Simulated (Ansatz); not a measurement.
SnS (GeS type, space group Pnma)

```yaml
crystal:
  lattice:
    - [10.91161, 0.00000, 0.00000]
    - [0.00000, 3.95337, 0.00000]
    - [0.00000, 0.00000, 4.11206]
  atoms:
    - { symbol: Sn, position: [0.61722, 0.75000, 0.59282] }
    - { symbol: Sn, position: [0.88278, 0.25000, 0.09282] }
    - { symbol: Sn, position: [0.38278, 0.25000, 0.40718] }
    - { symbol: Sn, position: [0.11722, 0.75000, 0.90718] }
    - { symbol: S, position: [0.35513, 0.75000, 0.97618] }
    - { symbol: S, position: [0.14487, 0.25000, 0.47618] }
    - { symbol: S, position: [0.64487, 0.25000, 0.02382] }
    - { symbol: S, position: [0.85513, 0.75000, 0.52382] }
```

The slice is a (100) plane (indices of the conventional cell) through the point (0.117, 0.750, 0.907) (fractional), spanned by u = [010] and v = [001] in vectors of this cell: u (3.95 Å) and v (4.11 Å, at 90° to u). It covers one period; positions are fractions (u, v).

Computed with PBEsol-D3(BJ) (plane waves to 420 eV, PAW, scalar-relativistic; Ansatz, a quantum-chemistry and plane-wave program). k mesh 3×8×8. Inside the PAW spheres the values are not all-electron values, and peaks at nuclei hang on which shells count as valence. SnS was relaxed with its symmetry unable to fall.

**Question.** Predict the map of the valence electron density on the slice.

**Answer.** 
```
|999875432211100111223457899|
|998765432211111111223456789|
|887654332222222222223345678|
|776554332222222222223345567|
|555443333333333333333334455|
|444333333333444433333333344|
|333322333344444444333322333|
|222222333444555544433322222|
|111222334455555555443322211|
|111122334455555555443322111|
|001112334455444455443321110|
|000112334555444455543321100|
|000012334455444455443321000|
|000012234455555555443221000|
|000011233445555554433211000|
|000011223444555544432211000|
|000011223344444444332211000|
|111111122333444433322111111|
|111111122223333332222111111|
|222221111222222222211112222|
|333322211111111111111222333|
|444332221111111111112223344|
|555443221110000001112234455|
|776654322110000001122345667|
|887664332110000001123346678|
|998765432110000001123456789|
|999875432110000001123457899|
|999875432110000001123457899|
```
Scale: ten equal steps from -1.22 (start of '0') to 1.22 (end of '9'), in the order '0123456789'. Values: log₁₀ of the valence density in e/Å³. The map has 27 points along u (one character each, u = 0 at the left) and 28 along v (v = 0 in the bottom row). The scale is logarithmic, as a density can span decades between atoms and voids.
